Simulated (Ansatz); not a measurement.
The start is a generated cell, KSnF3 placed in the GdFeO3 structure type. A full variable-cell relaxation at zero pressure is run with r2SCAN (plane waves to 500 eV, PAW, scalar-relativistic; Ansatz, an electronic-structure program). The first steps use a coarse 3×2×3 k-mesh.

Input geometry:
```yaml
crystal:
  lattice:
    - [6.20423, 0.00000, 0.00000]
    - [0.00000, 8.75416, 0.00000]
    - [0.00000, 0.00000, 6.18352]
  atoms:
    - { symbol: K, position: [0.48770, 0.25000, 0.99160] }
    - { symbol: K, position: [0.98770, 0.25000, 0.50840] }
    - { symbol: K, position: [0.51230, 0.75000, 0.00840] }
    - { symbol: K, position: [0.01230, 0.75000, 0.49160] }
    - { symbol: Sn, position: [0.00000, 0.00000, 0.00000] }
    - { symbol: Sn, position: [0.50000, 0.50000, 0.50000] }
    - { symbol: Sn, position: [0.00000, 0.50000, 0.00000] }
    - { symbol: Sn, position: [0.50000, 0.00000, 0.50000] }
    - { symbol: F, position: [0.03130, 0.25000, 0.05860] }
    - { symbol: F, position: [0.53130, 0.25000, 0.44140] }
    - { symbol: F, position: [0.96870, 0.75000, 0.94140] }
    - { symbol: F, position: [0.46870, 0.75000, 0.55860] }
    - { symbol: F, position: [0.28800, 0.53700, 0.21300] }
    - { symbol: F, position: [0.78800, 0.96300, 0.28700] }
    - { symbol: F, position: [0.71200, 0.03700, 0.78700] }
    - { symbol: F, position: [0.21200, 0.46300, 0.71300] }
    - { symbol: F, position: [0.71200, 0.46300, 0.78700] }
    - { symbol: F, position: [0.21200, 0.03700, 0.71300] }
    - { symbol: F, position: [0.28800, 0.96300, 0.21300] }
    - { symbol: F, position: [0.78800, 0.53700, 0.28700] }
```

| Property | Value |
|---|---|
| Largest initial force | 0.52 eV/Å, on F9, F10, F11, F12 (atoms numbered as listed) |
| Outcome | The space group stays Pnma (No. 62) (the run could not lower it); the end is AFLOW prototype AB3C_oP20_62_c_cd_a (as in CaTiO3), with 20 atoms in the primitive cell |
| Energy released | 0.10 eV/atom |
| Volume change | +11.4 %, from 16.79 to 18.70 Å³/atom |
| Shortest distances (start → end) | The closest pairs of elements (up to four, under 3.6 Å), start → end: F–Sn 2.23 → 2.38 Å; F–K 2.65 → 2.65 Å; F–F 3.05 → 3.26 Å |
| Band gap at the end | 2.53 eV, direct within 0.03 eV (at Γ) (no spin-orbit coupling) |
| Optimiser moves | 8 |

Final values are on a 4×3×4 k-mesh of the relaxed cell. No spin polarisation in the result.

The run could not lose the symmetry of its start, so the end can be a saddle point.

The relaxed structure here is a generated cell of KSnF3: the first start was made by placing the elements on the sites of a structure type, and the end was not matched to a known phase here, so it may be hypothetical.
